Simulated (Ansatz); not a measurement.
A vibration from a frozen displacement in K₂Pt

Theory: DFT PBEsol, scalar-relativistic, plane waves, PAW in Ansatz 0.2.0. Cutoff 420 eV, Γ-centred 6×6×6 k-points, Gaussian smearing of 0.05 eV. Spin–orbit coupling is left out, which matters for the heavy elements here. No spin polarisation. Energies are free energies at this smearing, counted from the undisturbed cell; pressure is positive in compression.

Reference structure (as given, not relaxed at this level; it stands at -0.5 GPa, and it needn't be the usual structure):

```
K Pt
1.0
     0.00000    3.78146    3.78146
     3.78146    0.00000    3.78146
     3.78146    3.78146    0.00000
K Pt
2 1
Direct
  0.75000 0.75000 0.75000
  0.25000 0.25000 0.25000
  0.00000 0.00000 0.00000
```

Every Pt atom is moved by x along the Cartesian unit vector (1.000, 0.000, 0.000); the cell and all other atoms stay fixed. The cell's volume is 108.15 Å³; the moved atoms weigh 195.084 u together and the others 78.197 u. Some rows repeat others by symmetry and weren't run.

```
  x (Å)  ΔE (meV/cell) total force on the moved atoms along the move (eV/Å) pressure (GPa)
-0.2000          31.00                                                0.3086         -0.3944
-0.1750          23.76                                                0.2706         -0.4276
-0.1500          17.47                                                0.2323         -0.4565
-0.1250          12.14                                                0.1939         -0.4809
-0.1000           7.77                                                0.1553         -0.5010
-0.0750           4.38                                                0.1166         -0.5167
-0.0500           1.95                                                0.0777         -0.5278
-0.0250           0.49                                                0.0389         -0.5346
 0.0000           0.00                                                0.0000         -0.5368
 0.0250           0.49                                               -0.0389         -0.5346
 0.0500           1.95                                               -0.0777         -0.5278
 0.0750           4.38                                               -0.1166         -0.5167
 0.1000           7.77                                               -0.1553         -0.5010
 0.1250          12.14                                               -0.1939         -0.4809
 0.1500          17.47                                               -0.2323         -0.4565
 0.1750          23.76                                               -0.2706         -0.4276
 0.2000          31.00                                               -0.3086         -0.3944
```

What frequency belongs to this motion?

The force constant is k = −dF/dx = 1.556 eV/Å², from the parabola through x = -0.0250, 0 and 0.0250. In every cell the moved atoms swing against the rest, so the mass is μ = m₁m₂/(m₁ + m₂) = 55.821 u, and ν̃ = 521.5 cm⁻¹ × √(|k|/μ) = 87 cm⁻¹. To first order in x, and within 1 %, the force on every atom lies along the move and, within each of the two groups, in proportion to the atom's mass, so this is itself a mode at the zone centre of this cell, taken without macroscopic field (the transverse frequency in a polar insulator).

How far does the harmonic law reach?

At x = -0.200 Å, kx²/2 = 31.12 meV against the computed 31.00 meV (-0.4 %): the well is still close to harmonic there.